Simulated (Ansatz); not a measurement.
Single point in Ansatz 0.2.0 with r2SCAN, no spin polarisation. Cutoff 500 eV, PAW datasets, 5×6×3 Γ-centred k mesh, cold filling (width 0.0918 eV).

Computed maps in the lattice plane spanned by b (left to right, 3.41 Å, 10 points from zero) and c (bottom to top, 8.17 Å, 25 points from zero), 90° apart, at height 0.000 along a. The fields are smooth PAW ones with compensation charges, not the true ones near nuclei.

Valence density. Digits on a logarithmic scale: 0 up to 0.03 e/Å³, each further digit a factor of 1.6, 9 from 1.3 e/Å³ up:
```
9986555689
9985333589
9864222468
6643111346
4321000123
1100000001
0000000000
0000000000
0000000000
0000000000
0000000000
2100000001
5431000134
7753101357
9975313579
7996424699
0997434799
9986434689
9876555678
7667898766
5569999965
4469999964
6679999976
8779999977
9987898789
```

Question: The cell is YbNCl. Which atoms lie within 0.2 Å of this plane, and where (fractions of b and c)?

Answer: Cl at (0.00, 0.33), N at (0.00, 0.95), Yb at (0.50, 0.10). The whole cell:
```
Cl N Yb
1.0
     4.12399    0.00000    0.00000
     0.00000    3.41274    0.00000
     0.00000    0.00000    8.17360
Cl N Yb
2 2 2
Cartesian
  0.0000 0.0000 2.6973
  2.0620 1.7064 5.4763
  0.0000 0.0000 7.7649
  2.0620 1.7064 0.4087
  0.0000 1.7064 0.8174
  2.0620 0.0000 7.3562
```

Origin: a known structure type with other elements, at an estimated volume, so it need not be a known compound. Caveats: no spin polarisation, so a magnetic state may lie lower; the k mesh is coarse if the cell is a metal; atoms or cell far from equilibrium; f levels without a U or exact exchange are poorly placed.
